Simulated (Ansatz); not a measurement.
A geometry of Al away from equilibrium: step 2 of the relaxation of a generated trial cell of Al in the trigonal-Se structure type. Calculation: r2SCAN (plane waves to 500 eV, PAW, scalar-relativistic; Ansatz, a program for electronic structure). Γ-centred k-mesh 9×9×7 on the run's cell (coarser than for final values), Fermi–Dirac smearing 0.05 eV. The plane waves were selected for a different cell earlier on the path.

```yaml
crystal:
  lattice:
    - [4.16513, 0.00000, 0.00000]
    - [-2.08256, 3.60711, 0.00000]
    - [0.00000, 0.00000, 4.91867]
  atoms:
    - { symbol: Al, position: [0.26343, 0.00000, 0.83333] }
    - { symbol: Al, position: [0.00000, 0.26343, 0.16667] }
    - { symbol: Al, position: [0.73657, 0.73657, 0.50000] }
```

**Question.** What forces act on the atoms (eV/Å)?

**Answer.** 
| atom | Fx | Fy | Fz |
|---|---|---|---|
| Al1 | 1.46 | 0.00 | 0.00 |
| Al2 | -0.73 | 1.26 | 0.00 |
| Al3 | -0.73 | -1.26 | 0.00 |

The path ends in Fm-3m (No. 225) (fcc (Cu type)). No spin polarisation in the result.

The run could not lose the symmetry of its start.
